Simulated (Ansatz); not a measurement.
Cu$_{3}$Si in space group I4/mmm (No. 139; Si on 2a, Cu on 4d, Cu on 2b), the program Ansatz at the LDA level (PAW), all energies at zero smearing, with the estimated change up to a 700 eV cutoff added, with one set of potentials and settings (totals compare only within such a set). Cell of 4 atoms (1 Si, 3 Cu): -20276.192 eV.

| element | reference phase | E (eV/atom) |
|---|---|---|
| Si | Fd-3m, 2 atoms in the cell | -608.6481 |
| Cu | Fm-3m, 1 atoms in the cell | -6555.7242 |

Formation energy per atom, worked out: (-20276.192 − 1×(-608.6481) − 3×(-6555.7242))/4 = -0.093 eV/atom (-9 kJ per mol of atoms), at 0 K, without zero-point energy or fitted corrections.

The workflow started from a Materials Project entry (that database holds measured and hypothetical structures alike); the Crystallography Open Database copy checked does not list it. Whether it is the stable phase at ambient conditions was not checked. The cell was relaxed with LDA under the symmetry of its start; its stability against distortions is not shown here. No spin polarisation was allowed. The references are the lowest solids computed at this level, not always the standard phases.

Potentials: the later of the program's two PAW sets.
